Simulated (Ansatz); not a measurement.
This cell of Be (hcp, Mg type) is off equilibrium:

```xyz
2
Lattice="2.2382 0.0000 0.0000 -1.1191 1.9383 0.0000 0.0000 0.0000 3.5230" Properties=species:S:1:pos:R:3 pbc="T T T"
Be     0.0000     1.2922     2.6423
Be     1.1191     0.6461     0.8808
```

The numbers are results of PBEsol (plane waves to 420 eV, PAW, scalar-relativistic; Ansatz, an electronic-structure program), not measurements. k mesh 23×23×13 (Γ-centred), Fermi-Dirac smearing 0.05 eV. The energy includes the smearing's −TS. Compression counts positive. Be was relaxed with its symmetry unable to fall.

Task: Give the stress tensor in GPa and the pressure.

Result: 
```
    3.1      0.0      0.0
    0.0      3.1      0.0
    0.0      0.0      3.6
```
The pressure, a third of the trace, is 3.3 GPa.

Task: It is the relaxed cell scaled evenly to V/V₀ = 0.975, atoms relaxed where free. What is its energy relative to the relaxed cell?

Result: 2 meV/atom.

(A scan under strain: stresses follow from slopes of the energy per volume, elastic moduli from its curvatures.)
